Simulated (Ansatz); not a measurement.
**Is this SiB₆ structure a true minimum?**

The cell was found from a structure generator's guess, not taken from experiment.

Level of theory: DFT PBE, scalar-relativistic, plane waves, PAW in Ansatz 0.2.0. Settings: cutoff 420 eV, Γ-centred mesh 10×10×10 on the computed 7-atom cell, Gaussian smearing of 0.01 eV; no spin polarisation.

The cell below (7 atoms, space group Pm-3m (No. 221)) is relaxed within its symmetry.

```
CELL_PARAMETERS angstrom
4.13283 0.00000 0.00000
0.00000 4.13283 0.00000
0.00000 0.00000 4.13283
ATOMIC_POSITIONS crystal
Si 0.00000 0.00000 0.00000
B 0.79978 0.50000 0.50000
B 0.20022 0.50000 0.50000
B 0.50000 0.79978 0.50000
B 0.50000 0.20022 0.50000
B 0.50000 0.50000 0.79978
B 0.50000 0.50000 0.20022
```

For the test it was strained at random (σ = 1.5 % a component), the atoms were moved at random (σ = 0.10 Å), and all was relaxed again on a coarse 6×6×6 mesh (in the run’s order of axes) with 0.20 eV smearing, with no symmetry imposed.

Question: What happens?

Answer: It doesn't return. The energy falls by 153 meV/atom on that mesh, the volume changes by 4.7 %, and the end has space group R3m (No. 160) at a loose tolerance. Relaxed again on a 6×6×6 mesh with 0.10 eV smearing, the new structure lies 151 meV/atom below the first (mesh in the axes of the run's cell; the cell below is made exact in the group named). Space group R3m (No. 160), trigonal, a = 5.848 Å, c = 7.490 Å. Si has 3 B at 2.18 Å and 3 B at 2.49 Å; around B on its first site lie 5 B at 1.70–1.81 Å and 1 Si at 2.18 Å; around B on its second site lie 5 B at 1.70–1.78 Å, 1 Si at 2.49 Å and 1 B at 2.50 Å.

```
Si B
1.0
     2.92383    1.68808    2.49660
    -2.92383    1.68808    2.49660
     0.00000   -3.37615    2.49660
Si B
1 6
Direct
  0.12990 0.12990 0.12990
  0.48817 0.48817 0.17839
  0.47059 0.47059 0.77452
  0.77452 0.47059 0.47059
  0.17839 0.48817 0.48817
  0.48817 0.17839 0.48817
  0.47059 0.77452 0.47059
```
